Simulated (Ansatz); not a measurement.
BAs with Sn replacing As — Sn-119 Mössbauer parameters

Cell: a supercell of BAs (zinc blende type, F-43m) built from an entry of the Crystallography Open Database (COD), with the ions relaxed around the defect (PBE).

Space group F-43m (No. 216); a = 14.3310 Å.

| site | Wyckoff | site symmetry | x | y | z |
| --- | --- | --- | --- | --- | --- |
| B1 | 16e | .3m | 0.4119 | 0.0881 | 0.4119 |
| B3 | 24g | 2.mm | 0.7500 | 0.0825 | 0.7500 |
| B5 | 48h | ..m | 0.7496 | 0.9167 | 0.5833 |
| B14 | 4d | -43m | 0.7500 | 0.7500 | 0.7500 |
| B18 | 16e | .3m | 0.0834 | 0.5834 | 0.9166 |
| Sn | 4a | -43m | 0.5000 | 0.0000 | 0.5000 |
| As29 | 48h | ..m | 0.6672 | 0.0012 | 0.6672 |
| As32 | 16e | .3m | 0.8334 | 0.8334 | 0.6666 |
| As36 | 16e | .3m | 0.1668 | 0.6668 | 0.8332 |
| As42 | 24f | 2.mm | 0.0000 | 0.6668 | 0.0000 |

One atom of each set is listed; the run and its k-mesh use a cell of 54 atoms with edges of 10.13, 10.13, 10.13 Å.

Method: Kohn–Sham DFT in Ansatz, PBE, plane waves and PAW, scalar-relativistic, 420 eV cutoff, Γ-centred 2×2×2 k-points, Fermi–Dirac smearing 0.01 eV, cell charge -1.

Isomer shifts (against SnO₂) follow from the electron density at the nucleus, δ = α(ρ − ρ₀), with α = 0.099 mm s⁻¹ a₀³ and ρ₀ = 183191.44 a₀⁻³ from a line fitted to 8 measured compounds at this level of theory (rms miss 0.12 mm/s). ΔE_Q = ½eQV_zz(1 + η²/3)^½ with Q = -0.132 b for the 23.9 keV state.

Problem. Where do the absorption lines lie?

Solution. Sn (1 atom a cell): δ = 1.36, |ΔE_Q| = 0.00 mm/s, a single line at 1.36 mm/s.

The defect repeats with the cell of 54 atoms, so it feels its images: sites between two images don't show the values beside a lone defect, and zeros or small values of η there can come from the images' arrangement. The relaxation keeps the site symmetry -43m of the start, so the impurity can't leave its site; a start off the site could end lower. A uniform background compensates the cell's charge.
